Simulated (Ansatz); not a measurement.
Ga:
```
Ga
1.0
    2.23601    -3.79767     0.00000
    2.23601     3.79767     0.00000
    0.00000     0.00000     4.52518
Ga
4
Direct
  0.65602   0.34398   0.41536
  0.34398   0.65602   0.58464
  0.84398   0.15602   0.91536
  0.15602   0.84398   0.08464
```

Relaxed with r²SCAN. Special points in fractions of this cell's reciprocal vectors: Γ (0.000, 0.000, 0.000); Y (-0.500, 0.500, 0.000); C0 (-0.337, 0.663, 0.000); Σ0 (0.337, 0.337, 0.000); Z (0.000, 0.000, 0.500); A0 (0.337, 0.337, 0.500); E0 (-0.337, 0.663, 0.500); T (-0.500, 0.500, 0.500); S (0.000, 0.500, 0.000); R (0.000, 0.500, 0.500).

**Question.** List the band energies nearest the Fermi level at these points for DFT-r²SCAN in the program Ansatz with PAW potentials.

**Answer.** In eV from the Fermi level; about four levels below and three above (degenerate sets whole), none deeper than 8.9 eV; points with the same levels are listed once.

```
k                     below                above
--  -----------------------  -------------------
Γ   -4.04 -1.91 -1.55 -0.83       0.97 1.18 1.24
Y   -4.20 -3.53 -1.85 -1.74       1.13 1.27 3.71
C0  -1.30 -1.24 -0.26 -0.02       1.13 2.14 3.12
Z   -0.09 -0.09 -0.01 -0.01  0.17 0.17 2.21 2.21
A0  -6.35 -6.35 -3.84 -3.84  4.44 4.44 5.47 5.47
T   -1.40 -1.40 -0.85 -0.85  7.08 7.08 8.53 8.53
S   -3.58 -3.58 -1.60 -1.60  0.87 0.87 4.45 4.45
R   -6.63 -6.63 -1.68 -1.68  0.74 0.74 7.69 7.69
```

Space group Cmce (α-Ga). The cell was relaxed with r²SCAN under the symmetry of its start. Spin–orbit coupling is left out wherever it is not named.

Potentials: the later of the program's two PAW sets.
